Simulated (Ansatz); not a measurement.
The start is a randomly generated symmetric cell of WSe2 (space group No. 215). The cell and all atomic positions are relaxed at zero pressure with r2SCAN (plane waves to 500 eV, PAW, scalar-relativistic; Ansatz, a quantum-chemistry and plane-wave program).

Ansatz input (later rounds restart from its end on a renewed k-mesh):
Ansatz 0.2 input:
```yaml
crystal:
  lattice:
    - [5.2723667, 0, 0]
    - [0, 5.2723667, 0]
    - [0, 0, 5.2723667]
  atoms:
    - { symbol: Se, position: [0.2783142, 0.2783142, 0.2783142] }
    - { symbol: Se, position: [0.7216858, 0.7216858, 0.2783142] }
    - { symbol: Se, position: [0.7216858, 0.2783142, 0.7216858] }
    - { symbol: Se, position: [0.2783142, 0.7216858, 0.7216858] }
    - { symbol: W, position: [0.5, 0.5, 0.5] }
    - { symbol: W, position: [0, 0, 0] }
basis: { ecutwfc: 500, ecutrho_ratio: 4, xc_grid: 4, fft_grid_basis: typed }
kpoints: { mp_grid: { grid: [6, 6, 6] } }
hamiltonian:
  xc: r2scan
  dispersion: none
  pseudopotentials: { kind: paw }
scf: { occupations: { method: fermi_dirac, width: 0.05 } }
relax: { f_tol: 0.01, max_steps: 100, cell: { stress_tol: 0.02 } }
output: { forces: true, stress: true }
```

- Outcome: The space group goes from P-43m (No. 215) to Pn-3m (No. 224); the end is AFLOW prototype A2B_cP6_224_b_a (C3, as in Cu2O), with 6 atoms in the primitive cell
- Energy released: about 1.1 eV/atom
- Volume change: +7.9 %, from 24.43 to 26.35 Å³/atom
- Shortest distances (start → end): The closest pairs of elements (up to four, under 3.6 Å), start → end: Se–W 2.02 → 2.34 Å; Se–Se 3.31 → 3.82 Å
- Optimiser moves: 6

It ends as:

```cif
data_Se4W2
_chemical_formula_sum 'Se4 W2'
_space_group_name_H-M_alt 'Pn-3m :1'
_space_group_IT_number 224
_space_group_name_Hall 'P 4n 2 3 -1n'
_cell_length_a 5.40726
_cell_length_b 5.40726
_cell_length_c 5.40726
_cell_angle_alpha 90.000
_cell_angle_beta 90.000
_cell_angle_gamma 90.000
loop_
_atom_site_label
_atom_site_type_symbol
_atom_site_symmetry_multiplicity
_atom_site_Wyckoff_symbol
_atom_site_fract_x
_atom_site_fract_y
_atom_site_fract_z
_atom_site_occupancy
Se1 Se 4 b 0.25000 0.25000 0.25000 1
W1 W 2 a 0.00000 0.00000 0.00000 1
```

Final values are on a 9×9×9 k-mesh of the relaxed cell. The start holds a very short contact (Se–W 2.02 Å). No spin polarisation in the result.

The run could not lose the symmetry of its start, so the end can be a saddle point.

The relaxed structure here is a generated cell of WSe2: the first start was made by a random draw of sites in a space group, and the end was not matched to a known phase here, so it may be hypothetical. Known forms of WSe2 include space group No. 194.
